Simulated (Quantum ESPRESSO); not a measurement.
Ca₂MgZnO₄ (made-up cell) (calculated)

Computed with Quantum ESPRESSO 7.5. Calculation on a made-up crystal cell, not a measurement: periodic Kohn-Sham density functional theory in plane waves with PseudoDojo standard norm-conserving scalar-relativistic pseudopotentials, each functional with its own files (v0.5 for PBE, v0.4.1 for LDA and PBEsol), no spin polarisation, no spin-orbit coupling, atoms not relaxed, stress positive in tension, energies less a fixed whole-eV offset for each atom's element; levels are Kohn-Sham levels at fractions of this cell's reciprocal vectors, counted from the reference band (half the neutral cell's valence electrons, rounded up) at Gamma; error bars cover cutoff and k-mesh only, not smearing or the files; added strain carries the atoms with the cell, and shear is the tensor component; each bar is the largest change over components, and at least 0.002 eV, 0.002 eV per angstrom or 0.02 GPa; energies are for the whole cell, and the offsets were chosen from early runs and are not element reference energies.

```json
{"formula": "Ca2MgZnO4", "kind": "made-up cell", "unstrained_structure": {"cell_angstrom": [[4.5195, 0.0271, -0.0182], [0.0271, 4.575, 0.0237], [-0.0182, 0.0237, 4.6887]], "atoms_fractional": [["Mg", -0.04642, 0.0084, -0.00393], ["Ca", 0.00942, 0.52816, 0.49844], ["Ca", 0.52934, -0.03033, 0.52306], ["Zn", 0.4888, 0.48795, 0.00346], ["O", 0.50418, -0.00143, -0.03913], ["O", 0.50121, 0.48671, 0.49465], ["O", 0.97917, -0.00248, 0.51521], ["O", 1.00886, 0.52909, 0.05369]]}, "given": {"lattice_type": "rocksalt", "functional": "pbe", "cutoff [eV]": 1143, "fermi_dirac_smearing [eV]": 0.025, "scf_tolerance [eV]": 1e-07, "electrons_removed": 0, "added_strain_kind": "uniform", "added_strain": -0.0011, "k_mesh": "4 x 4 x 4, shifted by half a step", "structure_shown": "before the added strain of -0.0011", "atom_site": [1, 2, 3, 4, 5, 6, 7, 8], "atom_energy_offset [eV]": [-1617, -1055, -1055, -5687, -452, -452, -452, -452]}, "results": {"free_energy_less_offsets [eV]": 1.707, "smearing_term_minus_ts [eV]": 0.0, "scf_iterations": 12, "pressure [GPa]": 6.901, "stress_xx [GPa]": -10.73, "stress_yy [GPa]": -3.552, "stress_zz [GPa]": -6.425, "stress_yz [GPa]": 0.4829, "stress_xz [GPa]": -0.3882, "stress_xy [GPa]": 1.137, "force_site": [1, 2, 3, 4, 5, 6, 7, 8], "force_x [eV/angstrom]": [1.147, 0.06149, -2.914, -0.2286, -0.1471, 0.2651, 1.976, -0.1606], "force_y [eV/angstrom]": [-0.1028, -1.923, 1.296, -0.04894, 0.3472, -0.2871, 1.051, -0.333], "force_z [eV/angstrom]": [0.2315, 1.504, -2.263, 0.2897, 2.636, 0.1106, 0.138, -2.646], "error_bar_energy [eV]": 0.002, "error_bar_stress [GPa]": 0.03206, "error_bar_force [eV/angstrom]": 0.006842, "error_bars_from": "tighter rerun of a related cell"}}
```
